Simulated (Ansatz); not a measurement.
TiNb, first-principles data

TiNb:
```
CELL_PARAMETERS angstrom
      1.59619    -2.28518     0.00000
      1.59619     2.28518     0.00000
      0.00000     0.00000     4.50358
ATOMIC_POSITIONS crystal
  Ti 0.50000 0.50000 0.50000
  Nb 0.00000 0.00000 0.00000
```

Space group Cmmm (No. 65); conventional cell a = 3.1924 Å, b = 4.5704 Å, c = 4.5036 Å, α = β = γ = 90.00°.

Method: plane-wave PAW LDA (Ansatz code). The cell and atoms are relaxed at this level. Other levels are named where they apply.

### Cell and energy

```json
{
  "volume_per_atom": "16.43 Å³",
  "density": "7.12 g/cm³",
  "Formation energy from the elements (no fitted shifts)": "0.033 eV/atom"
}
```

### Electronic structure

```json
{
  "electronic_character": "metallic (no gap)",
  "Density of states at the Fermi level": "1.7 states/eV per atom (mean over ±0.08 eV)"
}
```

### Mechanics

```json
{
  "Bulk modulus (Birch–Murnaghan fit)": "155 GPa",
  "Pressure derivative B′": "3.5",
  "Elastic constants (relaxed ions, GPa)": "C11 = 207, C22 = 212, C33 = 183, C12 = 129, C13 = 127, C23 = 141, C44 = 42.7, C55 = 16.0, C66 = 46.2",
  "mechanical_stability": "stable (all eigenvalues of C positive)",
  "hill_bulk_and_shear_moduli": "155 and 32.1 GPa",
  "Young's modulus": "90.1 GPa",
  "Poisson's ratio": "0.40",
  "debye_temperature_from_the_elastic_constants": "282 K"
}
```

### Phonons

```json
{
 "highest_zone_centre_frequency": "177 cm⁻¹",
 "zone_centre_stability": "no imaginary mode at Γ"
}
```

The first step of the workflow began from a Materials Project structure, measured or hypothetical; the Crystallography Open Database copy checked does not list it. With Ti and Nb taken as one species the cell has the higher symmetry Im-3m, so it may be an ordered model of a mixed-site phase. Whether it is the stable phase at ambient conditions was not checked. The cell keeps a stress of up to 0.2 GPa. The cell was relaxed with LDA under the symmetry of its start. No spin polarisation was allowed. As this level gives no gap, shear constants depend on the k-mesh and smearing (Fermi–Dirac, 0.1 eV here). As this level gives no gap, phonon frequencies hold no LO–TO term and depend on the k-mesh and smearing (Fermi–Dirac, 0.1 eV here). Axis ratios of metals converge slowly with the k-mesh, so a and c are less sure than the volume. On the denser mesh and wider smearing of the elastic run this cell carries a stress of 0.4 GPa. The references are the lowest solids computed at this level, not always the standard phases. Spin–orbit coupling is left out wherever it is not named.

Potentials: the later of the program's two PAW sets.
